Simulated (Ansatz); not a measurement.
Input:

GaN:
```xyz
8
Lattice="3.1509 0.0000 0.0000 -1.5755 2.7288 0.0000 0.0000 0.0000 10.2830" Properties=species:S:1:pos:R:3 pbc="T T T"
Ga     0.0000     0.0000     0.0046
Ga     0.0000     0.0000     5.1460
Ga     1.5755     0.9096     7.7144
Ga     0.0000     1.8192     2.5729
N      0.0000     0.0000     8.3557
N      0.0000     0.0000     3.2142
N      1.5755     0.9096     5.7832
N      0.0000     1.8192     0.6417
```

This is the LDA-relaxed structure.

### Question
All from LDA in the plane-wave PAW code Ansatz, unless another level is named. Estimate the zero-point energy.

### Answer
78.8 meV/atom.

### Question
Predict the vibrational entropy at 300 K.

### Answer
16.1 J/(K·mol of atoms).

### Question
Give the Debye temperature from the elastic constants.

### Answer
630 K.

### Question
Give the highest zone-centre frequency (without LO–TO term).

### Answer
716 cm⁻¹.

Space group P6_3mc. The cell is a constructed one: a structure type filled with these elements. Its sites differ from those of the usual phase in this space group: another stacking or structure type. The cell was relaxed with LDA under the symmetry of its start; phonons on a q-mesh show no instability.

Potentials: the later of the program's two PAW sets.
